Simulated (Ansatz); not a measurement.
**What a change of settings does: Co (begun as hcp type, now P6_3/mmc)**

First run: DFT, PBE, all-electron LAPW, scalar-relativistic (Ansatz 0.2.0).

Command: `ansatz run input.yaml --threads 4 --pin off --max-ram 12288MiB --backend cpu --events-out ev --progress --plain --runs-dir out` It took 92 s on 4 threads of Arm Neoverse V1, with other jobs on the host, peak memory 2 GiB.

```yaml
crystal:
  lattice:
    - [-1.2465198931, 2.1590357875, 0.0]
    - [0.0, 0.0, 4.0369295127]
    - [3.7395596793, 2.1590357875, 0.0]
  atoms:
    - { symbol: Co, position: [0.5, 0.25, 0.166666667], spin: 1.7 }
    - { symbol: Co, position: [0.0, 0.25, 0.666666667], spin: 1.7 }
    - { symbol: Co, position: [0.0, 0.75, 0.333333333], spin: 1.7 }
    - { symbol: Co, position: [0.5, 0.75, 0.833333333], spin: 1.7 }
magnetization:
  spin_polarized: true
kpoints:
  mp_grid: { grid: [15, 9, 9] }
scf:
  occupations: { method: fermi_dirac, width: 0.1 }
hamiltonian:
  xc: pbe
  pseudopotentials: { kind: all_electron, lapw: { basis_error: 0.001 } }
output:
  forces: true
  stress: true
  eigenvalues: true
```

The base cell comes from a relaxation on PAW files under the same functional.

This run: bulk in the slab's orientation.

It converges in 8 SCF iterations at a pressure of -0.02 GPa, cell moment 6.44 μB.

The input is then changed:

```diff
 kpoints:
-  mp_grid: { grid: [15, 9, 9] }
+  mp_grid: { grid: [15, 9, 9], shift: [0.5, 0.5, 0.5] }
 scf:
   occupations: { method: fermi_dirac, width: 0.1 }
+  convergence: { dr2_threshold: 1.0e-08 }
 hamiltonian:
```

Task: Predict the outcome of the changed run.

Result: It converges in 9 SCF iterations at a pressure of -0.11 GPa, cell moment 6.42 μB, free energy +0.6 meV/atom against the first run's. Results part of its log:
```
SCF 1 converged in 9 iterations: F = -151670.381159 eV  dr2 = 9.99e-11
SCF converged after 9 iterations
Magnetization: 6.4212 μB (37.2106 up, 30.7894 down)
Absolute magnetization: 7.0825 μB (∫|ρ↑−ρ↓|)
Spin contamination: 0.1130 ħ² per cell (⟨S²⟩ above its minimum at these occupations)
Per-site moments (μB) at R_I (Å): [(1.6597917777697582, 1.2395512202525696), (1.6597917777697582, 1.2395512202525696), (1.6597917777697582, 1.2395512202525696), (1.6597917777697582, 1.2395512202525696)]
Free energy (F): -151670.381159 eV
Harris-Foulkes:  -151670.381159 eV  (|F-HF|=5.24e-10)
Internal energy: -151670.258150 eV  (E = F + TS)
E sigma→0 (E₀):  -151670.319654 eV
Entropy (-TS):   -0.123009 eV (-30.752 meV/atom)
Fermi energy:    19.061440 eV
--- Per-component energies (eV) ---
[... lines left out ...]
  atom   3  Co     0.00061050     0.00035247     0.00000000
  atom   4  Co     0.00061050     0.00035247     0.00000000
  max |Σ_I F_I| component: 3.47e-18 eV/Å
--- Stress (GPa, compression-positive) ---
       -0.037343       0.053442       0.000000
        0.053442      -0.099052       0.000000
        0.000000       0.000000      -0.179915
  P = ⅓ Tr σ = -0.1054 GPa (-1.054 kbar)
--- Band table (eV; the first three rows and the last of 400) ---
  k-point 0 ↑: bands = ["-77.0028", "-76.9508", "-76.9480", "-76.9323", "-40.3989", "-40.3590", "-40.3089", "-40.2601", "-40.1953", "-40.1545", "-40.1264", "-40.1239", "-40.1206", "-40.0821", "-40.0781", "-40.0768", "10.1358", "13.9093", "14.1943", "14.3265", "14.6699", "16.1590", "16.3106", "16.3421", "16.4769", "16.5255", "16.7492", "16.7884", "16.8170", "16.8589", "17.1206", "17.1274", "17.8652", "18.2331", "18.3504", "18.4293", "18.4839", "19.1561", "20.1249", "22.6197", "25.5375", "28.2296", "29.1715", "32.0322", "33.1903"]
  k-point 1 ↑: bands = ["-77.0000", "-76.9548", "-76.9467", "-76.9324", "-40.3928", "-40.3455", "-40.2961", "-40.2722", "-40.1911", "-40.1449", "-40.1397", "-40.1289", "-40.1179", "-40.0953", "-40.0812", "-40.0794", "10.3511", "14.0084", "14.0399", "14.4344", "14.7276", "16.0650", "16.2056", "16.3512", "16.5748", "16.6220", "16.6883", "16.7351", "16.7896", "16.8765", "16.9883", "17.0559", "17.3834", "18.2407", "18.2570", "18.3262", "18.4322", "19.2048", "19.9455", "23.9995", "25.5868", "27.1425", "28.8619", "32.9138", "33.8474"]
  k-point 2 ↑: bands = ["-76.9947", "-76.9616", "-76.9443", "-76.9333", "-40.3810", "-40.3229", "-40.2906", "-40.2698", "-40.1830", "-40.1651", "-40.1390", "-40.1311", "-40.1201", "-40.1127", "-40.0865", "-40.0843", "10.7714", "13.5821", "14.2722", "14.5704", "14.8760", "15.9080", "16.0277", "16.4186", "16.4311", "16.6085", "16.6342", "16.7366", "16.7482", "16.8226", "16.9517", "17.0720", "17.1803", "18.0253", "18.0573", "18.2951", "18.3901", "18.4744", "20.9186", "24.9371", "25.6971", "26.5263", "28.4640", "34.3863", "34.6612"]
  k-point 199 ↓: bands = ["-74.8785", "-74.8785", "-74.8785", "-74.8785", "-38.3925", "-38.3925", "-38.3925", "-38.3925", "-38.1499", "-38.1499", "-38.1499", "-38.1499", "-38.1492", "-38.1492", "-38.1492", "-38.1492", "15.0476", "15.0476", "15.0476", "15.0476", "16.6643", "16.6643", "16.6643", "16.6643", "19.0134", "19.0134", "19.0134", "19.0134", "19.2658", "19.2658", "19.2658", "19.2658", "20.3642", "20.3642", "20.3642", "20.3642", "21.2290", "21.2290", "21.2290", "21.2290", "27.1723", "27.1723", "27.1723", "27.1723", "37.5257"]
```
